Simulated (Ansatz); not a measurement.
A relaxation computed with Ansatz, from input to last step.

```yaml
crystal:
  lattice:
    - [3.7445434912, 0.0, 0.0]
    - [-1.8722717456, 3.242869789, 0.0]
    - [0.0, 0.0, 5.5593742038]
  atoms:
    - { symbol: Sn, position: [0.0, 0.0, 0.0] }
    - { symbol: Se, position: [0.3333333333, 0.6666666667, 0.2830331316] }
    - { symbol: Se, position: [0.6666666667, 0.3333333333, 0.7169668684] }
basis:
  ecutwfc: 420
kpoints:
  mp_grid: { grid: [12, 12, 6] }
hamiltonian:
  xc: pbe
  dispersion: d3bj
scf:
  occupations: { method: gaussian, width: 0.02 }
output:
  forces: true
  stress: true
  eigenvalues: true
relax:
  adjacent_minimum: "off"
  f_tol: 0.01
  max_steps: 30
  cell: { stress_tol: 0.1, fix: [volume] }
```

```bash
ansatz run input.yaml --threads 1 --pin off --max-ram 2560MiB --backend cpu --events-out ev --progress --plain --runs-dir out
```

All numbers below come from DFT PBE+D3(BJ), scalar-relativistic, plane waves, PAW in Ansatz.

The volume is held at 0.88 times that of the relaxed cell.

Of 6 frames 5 are shown, positions in Å and forces in eV/Å; the SCF threshold varies from step to step. Steps run on the plane waves of an earlier cell, with a Pulay correction in the pressure. The basis is chosen afresh for the last frame, the zero of the energies, and at times for earlier ones too; energy and pressure step there, also at an unchanged geometry. The mark taken_back stands on steps that the optimiser undid.

```xyz
3
Lattice="3.7445 0.0000 0.0000 -1.8723 3.2429 0.0000 0.0000 0.0000 5.5594" Properties=species:S:1:pos:R:3:forces:R:3 pbc="T T T" step=1 free_energy_over_end_meV_per_atom=2.39 pressure_GPa=7.27
Sn    0.0000    0.0000    0.0000    0.0000    0.0000    0.0000
Se    0.0000    2.1619    1.5735    0.0000    0.0000    0.2459
Se    1.8723    1.0810    3.9859    0.0000    0.0000   -0.2459
3
Lattice="3.7514 0.0000 0.0000 -1.8757 3.2488 0.0000 0.0000 0.0000 5.5391" Properties=species:S:1:pos:R:3:forces:R:3 pbc="T T T" step=2 free_energy_over_end_meV_per_atom=5.77 pressure_GPa=4.98 taken_back
Sn    0.0000    0.0000    0.0000    0.0000    0.0000    0.0000
Se    0.0000    2.1659    1.6404    0.0000    0.0000   -0.3763
Se    1.8757    1.0829    3.8987    0.0000    0.0000    0.3763
3
Lattice="3.7608 0.0000 0.0000 -1.8804 3.2570 0.0000 0.0000 0.0000 5.5113" Properties=species:S:1:pos:R:3:forces:R:3 pbc="T T T" step=3 free_energy_over_end_meV_per_atom=0.13 pressure_GPa=6.16
Sn    0.0000    0.0000    0.0000    0.0000    0.0000    0.0000
Se    0.0000    2.1713    1.5946    0.0000    0.0000   -0.0452
Se    1.8804    1.0857    3.9168    0.0000    0.0000    0.0452
3
Lattice="3.7648 0.0000 0.0000 -1.8824 3.2604 0.0000 0.0000 0.0000 5.4998" Properties=species:S:1:pos:R:3:forces:R:3 pbc="T T T" step=4 free_energy_over_end_meV_per_atom=0.01 pressure_GPa=6.25
Sn    0.0000    0.0000    0.0000    0.0000    0.0000    0.0000
Se    0.0000    2.1736    1.5891    0.0000    0.0000   -0.0134
Se    1.8824    1.0868    3.9107    0.0000    0.0000    0.0134
3
Lattice="3.7660 0.0000 0.0000 -1.8830 3.2614 0.0000 0.0000 0.0000 5.4963" Properties=species:S:1:pos:R:3:forces:R:3 pbc="T T T" step=6 free_energy_over_end_meV_per_atom=0.00 pressure_GPa=6.29
Sn    0.0000    0.0000    0.0000    0.0000    0.0000    0.0000
Se    0.0000    2.1743    1.5869    0.0000    0.0000    0.0004
Se    1.8830    1.0871    3.9094    0.0000    0.0000   -0.0004
```

It took 61 s on 1 thread of Arm Neoverse V1 (shared host), peak memory 0.46 GiB.

The smearing is narrow for a metal on this mesh.